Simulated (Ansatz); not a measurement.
LiNbO3: pressure against volume

LiNbO3, R-3c, a = 5.185 Å, c = 13.688 Å. This isn't the usual stable structure of the compound. Ansatz: r2SCAN, PAW, 500 eV, Γ-centred 6×6×6 mesh on 10 atoms, Gaussian smearing 0.02 eV; no spin polarisation. Shape and atoms are relaxed at each volume; pressure is positive in compression.

```tsv
V (Å³/atom)	P (GPa)
9.985	11.44
10.304	?
10.623	-0.02
10.941	-4.41
11.260	-8.03
```

Take V0 = 10.623 Å³/atom, count pressures from its P0 = -0.02 GPa, fit the third-order Birch–Murnaghan form to the other rows, and predict the missing pressure.

With the Eulerian strain f = ½[(V0/V)^(2/3) − 1] and y = (P − P0)/[3f(1 + 2f)^(5/2)], the form is the line y = B0 + 1.5 B0 (B0′ − 4) f. Rows (f, y): 0.02108, 163.4; -0.00974, 157.8; -0.01904, 154.5. Means f = -0.002567, y = 158.57; Σ(Δf)² = 0.0008820, ΣΔfΔy = 0.1868; the slope is their ratio. y = 159.1 + 211.8 f GPa, so B0 = 159.1 GPa and B0′ = 4 + 2 × (211.8)/(3 × 159.1) = 4.89. At V = 10.304, f = 0.01027, y = 161.28 and P = 5.21 GPa. The run gave 5.23 GPa, so the fit is 0.02 GPa too low, within the rms miss on the fitted rows (0.02 GPa).

Cost: 5 runs of about 7.2 core-minutes in all, on Intel Xeon Platinum 8259CL (Skylake/Cascade Lake) (shared hosts).